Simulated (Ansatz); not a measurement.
CaTiO3:
```yaml
crystal:
  lattice:
    - [3.80371, 0.00000, 0.00000]
    - [0.00000, 3.80371, 0.00000]
    - [0.00000, 0.00000, 3.80371]
  atoms:
    - { symbol: Ca, position: [0.50000, 0.50000, 0.50000] }
    - { symbol: Ti, position: [0.00000, 0.00000, 0.00000] }
    - { symbol: O, position: [0.00000, 0.50000, 0.00000] }
    - { symbol: O, position: [0.50000, 0.00000, 0.00000] }
    - { symbol: O, position: [0.00000, 0.00000, 0.50000] }
```

Relaxed with LDA. Special points in fractions of this cell's reciprocal vectors: Γ (0.000, 0.000, 0.000); X (0.000, 0.500, 0.000); M (0.500, 0.500, 0.000); R (0.500, 0.500, 0.500).

Q: List the band energies nearest the valence-band maximum at these points for plane-wave PAW LDA (Ansatz code).

A: In eV from the valence-band maximum; about four levels below and three above (degenerate sets whole), none deeper than 8.9 eV; points with the same levels are listed once.

```csv
k,below,above
Γ,-1.29 -1.29 -1.29 -0.42 -0.42 -0.42,1.88 1.88 1.88
X,-2.80 -2.80 -2.18 -0.73 -0.73,2.11 4.13 4.13
M,-2.07 -2.07 -1.68 -0.11,4.14 4.14 4.52
R,-4.54 -4.54 0.00 0.00 0.00,4.85 4.85 4.85
```

Space group Pm-3m (cubic perovskite). The workflow started from a Materials Project entry (that database holds measured and hypothetical structures alike); the Crystallography Open Database files this formula in space group No. 221, but the cells were not matched. Whether it is the stable phase at ambient conditions was not checked. The cell was relaxed with LDA under the symmetry of its start. At this level the phase is dynamically unstable (imaginary phonons). No spin polarisation was allowed.

Potentials: the later of the program's two PAW sets.
